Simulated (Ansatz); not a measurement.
**Pd3Te: how the energy converges with the cutoff**

Pd3Te, I4/mmm, a = 4.597 Å, c = 6.535 Å. The structure is a Materials Project entry; whether it is the stable form wasn't checked. Ansatz: PBEsol, PAW, cutoff varied, Γ-centred 14×14×14 mesh on 4 atoms, Gaussian smearing 0.10 eV; no spin polarisation. Single points at one geometry, the cutoff alone changed; ΔE is the energy at zero smearing over the run at 500 eV. The runs up to 350 eV lie under the cutoff recommended for these PAW datasets.

| cutoff (eV) | ΔE (meV/atom) |
| --- | --- |
| 250 | ? |
| 300 | 163.85 |
| 350 | 9.92 |
| 420 | 1.42 |

Task: Assume ΔE falls exponentially with the cutoff, fit y = ln ΔE against x, the cutoff in eV, to the other rows, and predict the missing value.

Result: y = 5.099, 2.295, 0.351. Means x = 356.7, y = 2.5817; Σ(Δx)² = 7267, ΣΔxΔy = -282.0; the slope is their ratio. y = 16.42 − 0.03881 x, a factor of ten per 59 eV. At 250 eV this gives ΔE = 826.75 meV/atom. The run gave 1564.90, a ratio of 0.53. Between neighbouring rows the decay runs from a factor of ten per 41 eV to one per 83 eV, so one exponential is only a rough guide. The fast fall gives way to a slow tail, so a fit to low cutoffs promises convergence too early.

1 further run of this set didn't finish or converge.